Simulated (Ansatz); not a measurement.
The relaxed structure here is a generated cell of Pd: the first start was made by placing the elements on the sites of a structure type, and the end was not matched to a known phase here, so it may be hypothetical. Known forms of Pd include space group No. 225.

One starting cell of Pd (a generated cell, Pd placed in the AFLOW prototype A_tP4_129_ac (A_d)) was relaxed twice with Ansatz (plane waves, PAW, scalar-relativistic): with PBEsol at 420 eV and with PBE at 420 eV. The PBEsol result:

```
Pd
1.0
   -1.61505     1.61505     1.40692
    1.61505    -1.61505     1.40692
    1.61505     1.61505    -1.40692
Pd
1
Direct
  0.00000   0.00000   0.00000
```

```tsv
quantity	PBEsol	PBE
space group	I4/mmm	I4/mmm
volume (Å³/atom)	14.68	?
a (Å)	3.230	?
c (Å)	2.814	?
gap (eV, no spin-orbit coupling)	0.00	?
```

Q: Fill in the PBE column.

A: 
- volume (Å³/atom), PBE: 15.46
- a (Å), PBE: 3.278
- c (Å), PBE: 2.877
- gap (eV, no spin-orbit coupling), PBE: 0.00

Both levels end in the same structure; PBE's volume is 5.3 % larger. Neither column is exact.

No spin polarisation in the result.

The run could not lose the symmetry of its start: the end is stationary, and may be a saddle point rather than a minimum.

Ansatz is a first-principles code.
